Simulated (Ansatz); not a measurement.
TaP:
```cif
data_P4Ta4
_chemical_formula_sum 'Ta4 P4'
_space_group_name_H-M_alt 'I41md'
_space_group_IT_number 109
_space_group_name_Hall 'I 4bw -2'
_cell_length_a 3.29130
_cell_length_b 3.29130
_cell_length_c 11.20667
_cell_angle_alpha 90.000
_cell_angle_beta 90.000
_cell_angle_gamma 90.000
loop_
_atom_site_label
_atom_site_type_symbol
_atom_site_symmetry_multiplicity
_atom_site_Wyckoff_symbol
_atom_site_fract_x
_atom_site_fract_y
_atom_site_fract_z
_atom_site_occupancy
Ta1 Ta 4 a 0.00000 0.00000 0.99933 1
P1 P 4 a 0.00000 0.00000 0.41667 1
```
(The calculation used a cell of 4 atoms; values per cell refer to that cell.)

Relaxed with LDA.

Problem. Which orbitals make up the states near the Fermi level in DFT-LDA in the program Ansatz with PAW potentials?

Solution. Within 0.5 eV of the Fermi level: Ta 5d 83 %, P 3p 12 %. Projections are on Löwdin-orthogonalised atomic valence shells; empty p or d shells of many metals are not among them.

Problem. Tabulate the density of states.

Solution. States/eV per cell of 4 atoms, in 0.25 eV bins, energy from the Fermi level.

```
E (eV)  total  Ta 5d  P 3p  Ta 6s
------  -----  -----  ----  -----
-7.85    0.00   0.00  0.00   0.00
-7.60    0.00   0.00  0.00   0.00
-7.35    0.35   0.06  0.19   0.06
-7.10    0.70   0.14  0.38   0.11
-6.85    1.10   0.26  0.60   0.14
-6.60    1.40   0.39  0.75   0.15
-6.35    1.71   0.50  0.92   0.17
-6.10    2.94   0.95  1.60   0.24
-5.85    3.04   1.09  1.63   0.17
-5.60    1.51   0.54  0.79   0.09
-5.35    0.90   0.32  0.45   0.05
-5.10    1.34   0.43  0.76   0.05
-4.85    2.09   0.68  1.20   0.08
-4.60    2.38   0.83  1.33   0.09
-4.35    2.48   0.87  1.40   0.07
-4.10    2.63   1.01  1.43   0.07
-3.85    2.59   1.09  1.33   0.05
-3.60    2.81   1.20  1.46   0.05
-3.35    3.27   1.35  1.75   0.07
-3.10    3.81   1.58  2.06   0.07
-2.85    3.68   1.58  1.95   0.04
-2.60    3.53   1.73  1.67   0.04
-2.35    2.06   1.09  0.88   0.03
-2.10    1.28   0.77  0.46   0.02
-1.85    1.49   1.05  0.34   0.03
-1.60    2.34   1.73  0.43   0.06
-1.35    3.50   2.66  0.43   0.21
-1.10    2.48   1.88  0.34   0.11
-0.85    3.64   2.78  0.48   0.11
-0.60    1.99   1.53  0.31   0.03
-0.35    0.77   0.61  0.12   0.00
-0.10    0.20   0.16  0.03   0.00
0.15     0.42   0.36  0.04   0.00
0.40     1.58   1.33  0.16   0.01
0.65     1.36   1.09  0.18   0.01
0.90     1.42   1.15  0.18   0.01
1.15     1.53   1.25  0.18   0.01
1.40     1.86   1.52  0.19   0.02
1.65     2.31   1.87  0.24   0.03
1.90     2.19   1.71  0.25   0.04
2.15     1.87   1.40  0.24   0.04
2.40     2.54   1.84  0.37   0.06
2.65     2.78   1.85  0.43   0.12
2.90     2.97   1.92  0.41   0.19
3.15     3.49   2.27  0.50   0.22
3.40     3.32   2.18  0.47   0.18
3.65     3.56   2.28  0.52   0.19
3.90     3.49   2.12  0.49   0.25
4.15     3.57   1.93  0.56   0.41
4.40     4.38   2.31  0.87   0.37
```

Space group I4_1md. The first step of the workflow began from a Materials Project structure, measured or hypothetical; the Crystallography Open Database copy checked does not list it. COD files the formula under space group No. 141. Its standing as an ambient phase is unchecked. The cell was relaxed with LDA under the symmetry of its start; whether a distortion lowers the energy is not shown. No spin polarisation was allowed. A small band overlap can be real or an error of a semilocal functional. Scalar-relativistic: spin–orbit coupling is off unless named, which matters more the heavier the elements.

Potentials: the earlier of the program's two PAW sets. The files were generated under PBE; for other functionals the program regenerates the frozen cores, and for LDA and PBEsol the local potential too.
